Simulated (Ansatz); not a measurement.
Rb2ScInCl6:
```yaml
crystal:
  lattice:
    - [0.00000, 5.46592, 5.46592]
    - [5.46592, 0.00000, 5.46592]
    - [5.46592, 5.46592, 0.00000]
  atoms:
    - { symbol: Rb, position: [0.75000, 0.75000, 0.75000] }
    - { symbol: Rb, position: [0.25000, 0.25000, 0.25000] }
    - { symbol: Sc, position: [0.00000, 0.00000, 0.00000] }
    - { symbol: In, position: [0.50000, 0.50000, 0.50000] }
    - { symbol: Cl, position: [0.77268, 0.22732, 0.22732] }
    - { symbol: Cl, position: [0.22732, 0.77268, 0.77268] }
    - { symbol: Cl, position: [0.22732, 0.77268, 0.22732] }
    - { symbol: Cl, position: [0.77268, 0.22732, 0.77268] }
    - { symbol: Cl, position: [0.22732, 0.22732, 0.77268] }
    - { symbol: Cl, position: [0.77268, 0.77268, 0.22732] }
```

Relaxed with r²SCAN.

Problem. Give the Bader charges and basin volumes of the independent atoms, DFT-r²SCAN in the program Ansatz with PAW potentials.

Solution. 

| atom | Bader charge (e) | Bader volume (Å³) |
|---|---|---|
| Rb1 | +0.92 | 33.8 |
| Sc3 | +2.00 | 9.5 |
| In4 | +0.83 | 27.1 |
| Cl5 | -0.78 | 36.2 |

Space group Fm-3m. The workflow started from a Materials Project entry (that database holds measured and hypothetical structures alike); the Crystallography Open Database copy checked does not list it. Whether it is the stable phase at ambient conditions was not checked. The cell was relaxed with r²SCAN under the symmetry of its start; whether a distortion lowers the energy is not shown. The run is not spin-polarised.

Potentials: the later of the program's two PAW sets.
